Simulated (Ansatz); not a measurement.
The relaxed structure here is a generated cell of Hf: the first start was made by a random draw of sites in a space group, and the end was not matched to a known phase here, so it may be hypothetical. Known forms of Hf include space group No. 194.

A relaxed cell of Hf (Pm-3m (No. 221)), relaxed on a k-mesh at least as fine as the one used below. Level of theory: PBE (plane waves to 420 eV, PAW, scalar-relativistic; Ansatz, a first-principles code). Γ-centred k-mesh 4×8×8 on the run's cell (coarser than for final values), Fermi–Dirac smearing 0.05 eV.

```yaml
crystal:
  lattice:
    - [8.54254, 0.00000, 0.00000]
    - [0.00000, 4.27127, 0.00000]
    - [0.00000, 0.00000, 4.27127]
  atoms:
    - { symbol: Hf, position: [0.00000, 0.50000, 0.00000] }
    - { symbol: Hf, position: [0.50000, 0.50000, 0.00000] }
    - { symbol: Hf, position: [0.00000, 0.00000, 0.50000] }
    - { symbol: Hf, position: [0.50000, 0.00000, 0.50000] }
    - { symbol: Hf, position: [0.25000, 0.00000, 0.00000] }
    - { symbol: Hf, position: [0.75000, 0.00000, 0.00000] }
```

The atoms are displaced by (Å):

```tsv
atom	ux	uy	uz
Hf1	-0.021	0.001	-0.033
Hf2	0.091	0.133	0.051
Hf3	-0.033	0.024	-0.074
Hf4	0.028	0.010	-0.049
Hf5	-0.014	0.038	-0.069
Hf6	-0.004	-0.134	0.085
```

Q: What forces (eV/Å) and pressure result?

A: 
| atom | Fx | Fy | Fz |
|---|---|---|---|
| Hf1 | 0.04 | -0.23 | -0.25 |
| Hf2 | -0.75 | -1.82 | -0.64 |
| Hf3 | 0.21 | -0.12 | 0.70 |
| Hf4 | -0.24 | 0.78 | 1.01 |
| Hf5 | 0.30 | 0.16 | -0.01 |
| Hf6 | 0.45 | 1.24 | -0.81 |

Pressure +0.7 GPa.

Q: Estimate the energy cost of the displacement in the harmonic approximation and compare with the calculation.

A: For a harmonic well ΔE = −½ Σ F·u = 0.340 eV a cell, or 57 meV/atom. The calculated energy relative to the undisplaced cell is +0.05 eV/atom, so the harmonic estimate holds well.

No spin polarisation in the result.

The run that gave the undisplaced cell could not lose the symmetry of its start; a randomly shaken copy of 6 atoms returns to this structure.
